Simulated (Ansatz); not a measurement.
Ba$_{2}$CuHgO$_{4}$:
```xyz
8
Lattice="3.8524 0.0000 0.0000 0.0000 3.8524 0.0000 0.0000 0.0000 9.5520" Properties=species:S:1:pos:R:3 pbc="T T T"
Ba     1.9262     1.9262     6.6538
Ba     1.9262     1.9262     2.8982
Cu     0.0000     0.0000     4.7760
Hg     0.0000     0.0000     0.0000
O      0.0000     0.0000     7.5798
O      0.0000     0.0000     1.9721
O      0.0000     1.9262     4.7760
O      1.9262     0.0000     4.7760
```

Relaxed with PBEsol. Special points in fractions of this cell's reciprocal vectors: Γ (0.000, 0.000, 0.000); X (0.000, 0.500, 0.000); M (0.500, 0.500, 0.000); Z (0.000, 0.000, 0.500); R (0.000, 0.500, 0.500); A (0.500, 0.500, 0.500).

**Question.** List the band energies nearest the Fermi level at these points for the program Ansatz at the PBEsol level (PAW).

**Answer.** In eV from the Fermi level; about four levels below and three above (degenerate sets whole), none deeper than 8.9 eV; points with the same levels are listed once.

```json
[
 {"k": "Γ", "below": "-1.66 -1.66 -1.38 -1.38", "above": "1.20 3.10 3.59"},
 {"k": "X", "below": "-1.94 -0.81 -0.71 -0.42", "above": "0.56 2.67 4.63"},
 {"k": "M", "below": "-0.78 -0.75 -0.58 -0.58", "above": "2.21 2.21 2.35"},
 {"k": "Z", "below": "-1.85 -1.77 -1.23 -1.23", "above": "1.59 3.10 3.30"},
 {"k": "R", "below": "-1.83 -0.81 -0.74 -0.31", "above": "0.54 2.47 4.45"},
 {"k": "A", "below": "-0.77 -0.75 -0.62 -0.62", "above": "2.13 2.25 2.25"}
]
```

Space group P4/mmm. The first step of the workflow began from a Materials Project structure, measured or hypothetical; the Crystallography Open Database copy checked does not list it. Whether it is the stable phase at ambient conditions was not checked. The PBEsol relaxation kept the symmetry of its start; of distortions, only those at the zone centre were tested. No spin polarisation was allowed. No Hubbard U is applied. Without spin polarisation and U, an open-shell compound can come out a false metal. Scalar-relativistic: spin–orbit coupling is off unless named, which matters more the heavier the elements.

Potentials: the later of the program's two PAW sets.
